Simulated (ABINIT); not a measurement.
ABINIT input for Al, PBE with JTH PAW datasets:

```
pp_dirpath "./pseudo"
pseudos "Al.GGA_PBE-JTH.xml"

acell 3*1.0 angstrom
rprim
    0.000000000000     2.019465000000     2.019465000000
    2.019465000000     0.000000000000     2.019465000000
    2.019465000000     2.019465000000     0.000000000000
ntypat 1
znucl 13
natom 1
typat 1
xred
    0.000000000000     0.000000000000     0.000000000000
tolsym 1e-5
chksymtnons 0
chkprim 0

ecut 20
pawecutdg 40
pawovlp 20
ngkpt 17 17 17
nshiftk 1
shiftk 0 0 0
nband 5
occopt 3
tsmear 0.003
tolvrs 1e-10
nstep 90

nucefg 2
quadmom 0.1466
nucfc 1
prtwf 0
prtden 0
prteig 0
prtebands 0
prtgsr 0
```

The cell comes from the Materials Project (a computed structure). It is Al in Fm-3m. Stability against distortions was not tested.

Each row changes or adds one setting. The quadmom values are sizes without sign and don't touch the SCF cycle. The limit is 90 steps.  The run is metallic or nearly gapless at this level (smeared occupations).

| setting typed | SCF steps | k-points | converged |
|---|---|---|---|
| as in the input | 7 | 165 | yes |
| diemac = 4 | 7 | 165 | yes |
| diemac = 40 | 7 | 165 | yes |
| diemix = 0.4 | 8 | 165 | yes |
| iscf = 7 | 8 | 165 | yes |
| nline = 2 | 7 | 165 | yes |
| nline = 8 | 7 | 165 | yes |
| npulayit = 2 | 7 | 165 | yes |
| wfoptalg = 114 | 7 | 165 | yes |
| wfoptalg = 14 | 7 | 165 | yes |

Fewest SCF steps among converged rows: 7 (as in the input, diemac = 4, diemac = 40, nline = 2, nline = 8, npulayit = 2, wfoptalg = 114, wfoptalg = 14); most steps: 8 (diemix = 0.4, iscf = 7). Steps of different solvers differ in work.
